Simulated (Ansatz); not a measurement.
Si$_{3}$Ru$_{5}$:
```
CELL_PARAMETERS angstrom
      5.23534     0.00000     0.00000
      0.00000     9.78448     0.00000
      0.00000     0.00000     4.01690
ATOMIC_POSITIONS crystal
  Si 0.00000 0.00000 0.00000
  Si 0.50000 0.50000 0.00000
  Si 0.37005 0.86361 0.50000
  Si 0.62995 0.13639 0.50000
  Si 0.87005 0.63639 0.50000
  Si 0.12995 0.36361 0.50000
  Ru 0.00000 0.50000 0.00000
  Ru 0.50000 0.00000 0.00000
  Ru 0.15805 0.77310 0.00000
  Ru 0.84195 0.22690 0.00000
  Ru 0.65805 0.72690 0.00000
  Ru 0.34195 0.27310 0.00000
  Ru 0.33473 0.60944 0.50000
  Ru 0.66527 0.39056 0.50000
  Ru 0.83473 0.89056 0.50000
  Ru 0.16527 0.10944 0.50000
```

Relaxed with r²SCAN.

Task: Map the electron localisation function on the plane through (0.000, 0.000, 0.000) spanned by u = [1, 0, 0] and v = [0, 1, 0] in lattice vectors, from plane-wave PAW r²SCAN (Ansatz code).

Result: x is the fraction of u, y of v (the angle between them is 90°; rows are the nearest grid lines); atoms in the plane: Si at (0.00, 0.00), Si at (0.50, 0.50), Ru at (0.00, 0.50), Ru at (0.50, 0.00), Ru at (0.16, 0.77), Ru at (0.84, 0.23), Ru at (0.66, 0.73), Ru at (0.34, 0.27).
```
|%- -##+::*@%- -%@*::+##- -%|
|:-+###+:.:+%@@@@#-.:=*#*-::|
|#%@%#+=-. .=*#*+-..:-+***##|
|++==-.  .::...:::..  .:-=++|
|:*@@@%#+. .::.  .::.   .. :|
|+%%= :%@*:.:.:+%%@@@#=::::+|
|=%@*=*@@*::::=%@*=*@@*::::=|
| .-*%%*=..:..-%@#+*@%=..:. |
|::..     ..:::=*##+-. .:-::|
|.:.....:-=+#%%@%*=-:--:  ..|
|#*+-..:-+***##%@%#+=-. .=*#|
|=*@@*::+##=  .  =##+:.=%@*=|
|=*@%=.:+##=  .  =##+::*@@*=|
|#*=. .-=+#%@%##***+-:..-+*#|
|..  :--:-=*%@%%#+=-:.....:.|
|::-:. .-+##*=:::..     ..::|
| .:..=%@*+#@%-..:..=*%%*-. |
|=::::*@@*=*@%=::::*@@*=*@%=|
|+::::=#@@@%%+:.:.:*@%: =%%+|
|: ..   .::.  .::. .+#%@@@*:|
|++=-:.  ..:::...::.  .-==++|
|##***+-:..-+*#*=. .-=+#%@%#|
|::-*#*=:.-#@@@@%+:.:+###+-:|
|%- -##+::*@%- -%@*::+##- -%|
```
Scale: ten equal steps from 0.154 (start of ' ') to 0.705 (end of '@'), in the order ' .:-=+*#%@'; x runs from 0.000 to 1.00, y from 0.000 (bottom) to 1.00 (top).

The density is the valence pseudo-density with augmentation charge, so density and ELF within about 1 Å of a nucleus are not all-electron values.

Space group Pbam. The first step of the workflow began from a Materials Project structure, measured or hypothetical; the Crystallography Open Database copy checked does not list it. Its standing as an ambient phase is unchecked. The r²SCAN relaxation kept the symmetry of its start; whether a distortion lowers the energy is not shown. No spin polarisation was allowed.

Potentials: the later of the program's two PAW sets.
